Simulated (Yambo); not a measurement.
MgI2 (CdI2 type, space group P-3m1, No. 164), G0W0@PBEsol in Yambo with this input:

```
rim_cut
gw0
dyson
el_el_corr
HF_and_locXC
ppa
em1d
RandQpts= 1000000
RandGvec= 1 Ry
EXXRLvcs= 84 Ry
VXCRLvcs= 336 Ry
Chimod= "HARTREE"
% BndsRnXp
 9 | 298 |
%
NGsBlkXp= 7 Ry
% LongDrXp
 1.0 | 1.0 | 1.0 |
%
PPAPntXp= 27.2114 eV
% GbndRnge
 1 | 298 |
%
GTermKind= "BG"
DysSolver= "n"
ExtendOut
```

On a 3×3×2 mesh, with wavefunctions cut at 84 Ry, the gap (Γ → Γ) is 4.932 eV and the valence edge shifts by -1.040 eV.

What happens with this change: 6 Ry block?

The gap falls by 0.054 eV, to 4.878 eV; the shift of the valence edge becomes -0.969 eV. Neither run is shown to be the converged limit. The mesh misses a band edge: along a dense path the PBEsol gap is 3.10 eV against 3.27 eV on the mesh.

Spin-orbit coupling is included.

Geometry relaxed with PBE+D3(BJ); primitive cell a = b = 4.1255 Å, c = 6.8268 Å, α = β = 90.00°, γ = 120.00°.

A shift is the quasiparticle energy of the state minus its PBEsol energy.
